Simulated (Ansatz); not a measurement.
VBiO4:
```yaml
crystal:
  lattice:
    - [3.86613, 2.74281, 0.00000]
    - [-3.86613, 2.74281, 0.00000]
    - [-2.92998, 0.00000, 4.37135]
  atoms:
    - { symbol: V, position: [0.36147, 0.36147, 0.00000] }
    - { symbol: Bi, position: [0.92884, 0.92884, 0.50000] }
    - { symbol: O, position: [0.06970, 0.31223, 0.66454] }
    - { symbol: O, position: [0.73193, 0.34591, 0.04327] }
    - { symbol: O, position: [0.34591, 0.73193, 0.95673] }
    - { symbol: O, position: [0.31223, 0.06970, 0.33546] }
```

Relaxed with r²SCAN. Special points in fractions of this cell's reciprocal vectors: Γ (0.000, 0.000, 0.000); C (0.432, 0.432, 0.000); C2 (-0.432, 0.568, 0.000); Y2 (-0.500, 0.500, 0.000); M2 (-0.500, 0.500, 0.500); D (-0.283, 0.717, 0.500); D2 (0.283, 0.283, 0.500); A (0.000, 0.000, 0.500); L2 (0.000, 0.500, 0.500); V2 (0.000, 0.500, 0.000).

Question: List the band energies nearest the valence-band maximum at these points for the program Ansatz at the r²SCAN with spin–orbit coupling level (PAW).

Answer: In eV from the valence-band maximum; about four levels below and three above (degenerate sets whole), none deeper than 8.9 eV; points with the same levels are listed once.

```tsv
k	below	above
Γ	-1.13 -1.13 -1.06 -1.06	4.13 4.13 4.29 4.29
C	-0.62 -0.61 -0.07 -0.06	3.45 3.60 3.96
Y2	-0.65 -0.65 -0.03 -0.03	3.55 3.55 3.97 3.97
M2	-0.46 -0.46 0.00 0.00	3.06 3.06 3.79 3.79
D	-0.80 -0.78 -0.23 -0.22	3.28 3.68 4.02
A	-0.66 -0.66 -0.06 -0.06	3.38 3.38 4.13 4.13
L2	-0.77 -0.77 -0.48 -0.48	3.75 3.75 4.16 4.16
V2	-0.49 -0.49 -0.24 -0.24	3.27 3.27 4.05 4.05
```

The first step of the workflow began from a Materials Project structure, measured or hypothetical; the Crystallography Open Database copy checked does not list it. It is not the phase usual at ambient conditions (space group No. 88). Symmetry was held in the r²SCAN relaxation; of distortions, only those at the zone centre were tested. No spin polarisation was allowed. No Hubbard U is applied.

Potentials: the later of the program's two PAW sets.
